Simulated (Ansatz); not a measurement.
## SnCl: computed properties

Theory: Ansatz 0.2.0, DFT PBE, scalar-relativistic, plane waves, PAW.

Plane waves to 420 eV, a k mesh through Γ of 12×12×6 on the computed 4-atom cell and Gaussian smearing (0.10 eV); no spin polarisation.

The structure is relaxed at this level of theory with its symmetry kept, and needn't be the ground state of this composition.

Space group P4/nmm:1 (No. 129). a = 4.320 Å, b = 4.320 Å, c = 8.378 Å, α = 90.00°, β = 90.00°, γ = 90.00°
```
atom  site  symmetry       x       y       z
  Sn    2c       4mm  0.5000  0.0000  0.9669
  Cl    2c       4mm  0.5000  0.0000  0.6830
```

Problem. Formation energy from the elements' standard states (uncorrected)?

Solution. -0.594 eV/atom.

Problem. Kohn–Sham band gap?

Solution. none (metal).

Problem. Density of states at the Fermi level?

Solution. 1.1 states/eV per cell.

Problem. Orbital (Löwdin) character within 0.5 eV of the Fermi level?

Solution. Sn 5p 70 %, Cl 3p 19 %, Sn 5s 9 %.

Problem. Bader charge by site (e)?

Solution. Sn (2 in the cell) 0.53, Cl (2 in the cell) -0.53.

The cell holds layers, chains or molecules and no dispersion correction was added, so their binding is poorly described.

The cell was found from a structure generator's guess, not taken from experiment. Löwdin shares on free-atom orbitals overweight diffuse shells.
